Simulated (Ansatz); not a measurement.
Consider the following.

ZrCu:
```yaml
crystal:
  lattice:
    - [3.28553, 4.11341, 0.00000]
    - [-3.28553, 4.11341, 0.00000]
    - [-1.18488, 0.00000, 5.14049]
  atoms:
    - { symbol: Zr, position: [0.90820, 0.09180, 0.00967] }
    - { symbol: Zr, position: [0.41057, 0.58943, 0.97890] }
    - { symbol: Zr, position: [0.82384, 0.73329, 0.58979] }
    - { symbol: Zr, position: [0.26671, 0.17616, 0.58979] }
    - { symbol: Cu, position: [0.71630, 0.28370, 0.45169] }
    - { symbol: Cu, position: [0.30316, 0.69684, 0.43686] }
    - { symbol: Cu, position: [0.44692, 0.05223, 0.14941] }
    - { symbol: Cu, position: [0.94777, 0.55308, 0.14941] }
```

This is the r²SCAN-relaxed structure.

All from the program Ansatz at the r²SCAN level (PAW), unless another level is named. Estimate the density of states at the Fermi level.

0.91 states/eV per atom (mean over ±0.08 eV).

Predict the formation energy from the elements (no fitted shifts).

-0.15 eV/atom.

Space group Cm. The workflow started from a Materials Project entry (that database holds measured and hypothetical structures alike); the Crystallography Open Database copy checked does not list it. Its standing as an ambient phase is unchecked. The cell was relaxed with r²SCAN under the symmetry of its start; its stability against distortions is not shown here. The run is not spin-polarised. The references are the lowest solids computed at this level, not always the standard phases. Scalar-relativistic: spin–orbit coupling is off unless named, which matters more the heavier the elements.

Potentials: the earlier of the program's two PAW sets. The files were generated under PBE; for other functionals the program regenerates the frozen cores, and for LDA and PBEsol the local potential too.
